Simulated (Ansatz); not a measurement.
LiNbO3: pressure against volume

LiNbO3, R-3c, a = 5.185 Å, c = 13.688 Å. This isn't the usual stable structure of the compound. Ansatz: r2SCAN, PAW, 500 eV, Γ-centred 6×6×6 mesh on 10 atoms, Gaussian smearing 0.02 eV; no spin polarisation. Shape and atoms are relaxed at each volume; pressure is positive in compression.

```tsv
V (Å³/atom)	P (GPa)
9.348	27.41
9.667	18.78
9.985	?
10.304	5.23
10.623	-0.02
10.941	-4.41
11.260	-8.03
11.685	-11.77
```

Take V0 = 10.623 Å³/atom, count pressures from its P0 = -0.02 GPa, fit the third-order Birch–Murnaghan form to the other rows, and predict the missing pressure.

With the Eulerian strain f = ½[(V0/V)^(2/3) − 1] and y = (P − P0)/[3f(1 + 2f)^(5/2)], the form is the line y = B0 + 1.5 B0 (B0′ − 4) f. Rows (f, y): 0.04449, 166.1; 0.03244, 165.1; 0.01027, 162.0; -0.00974, 157.8; -0.01904, 154.5; -0.03077, 149.2. Means f = 0.004608, y = 159.12; Σ(Δf)² = 0.004414, ΣΔfΔy = 0.9403; the slope is their ratio. y = 158.1 + 213.0 f GPa, so B0 = 158.1 GPa and B0′ = 4 + 2 × (213.0)/(3 × 158.1) = 4.90. At V = 9.985, f = 0.02108, y = 162.59 and P = 11.38 GPa. The run gave 11.44 GPa, so the fit is 0.06 GPa too low, within the rms miss on the fitted rows (0.13 GPa).